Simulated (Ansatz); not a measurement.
SbOsSe: computed property card

SbOsSe:
```xyz
12
Lattice="6.4140 0.0000 0.0000 0.0000 6.3380 0.0000 -2.5001 0.0000 5.9501" Properties=species:S:1:pos:R:3 pbc="T T T"
Sb    -0.0199     2.3134     2.2554
Sb     3.9338     4.0246     3.6948
Sb     5.1839     5.4824     0.7197
Sb    -1.2700     0.8556     5.2304
Os     1.0901     6.3045     1.7848
Os     2.8239     0.0335     4.1653
Os     4.0739     3.1355     1.1902
Os    -0.1600     3.2025     4.7599
Se     1.7874     4.0127     1.0860
Se     2.1265     2.3253     4.8641
Se     3.3766     0.8437     1.8890
Se     0.5373     5.4943     4.0611
```

Space group P2_1/c (No. 14); conventional cell a = 6.414 Å, b = 6.338 Å, c = 6.454 Å, α = γ = 90.00°, β = 112.79°.

Method: r²SCAN (plane waves, PAW; program Ansatz). Structure relaxed to zero pressure with the same functional. Other levels are named where they apply.

**Cell and energy**

- Volume per atom = 20.16 Å³
- Density = 10.74 g/cm³
- Formation energy from the elements (no fitted shifts) = -0.24 eV/atom

**Electronic structure**

- Band gap = 1.24 eV (indirect)
- Valence-band maximum = off the standard path, at k = (0.130, 0.354, 0.177) in fractions of the reciprocal vectors
- Conduction-band minimum = at Γ
- Smallest direct gap on the standard path = 1.38 eV
- Electron effective mass = 0.75, 1.8, 4.2 mₑ (principal values)
- Hole effective mass = 0.46, 1.1, 3.5 mₑ (principal values)

**Mechanics**

- Bulk modulus (Birch–Murnaghan fit) = 146 GPa
- Pressure derivative B′ = 5.0

The first step of the workflow began from a Materials Project structure, measured or hypothetical; the Crystallography Open Database copy checked does not list it. Its standing as an ambient phase is unchecked. Symmetry was held in the r²SCAN relaxation; its stability against distortions is not shown here. The run is not spin-polarised. The references are the lowest solids computed at this level, not always the standard phases. Spin–orbit coupling is left out wherever it is not named.

Potentials: the later of the program's two PAW sets.
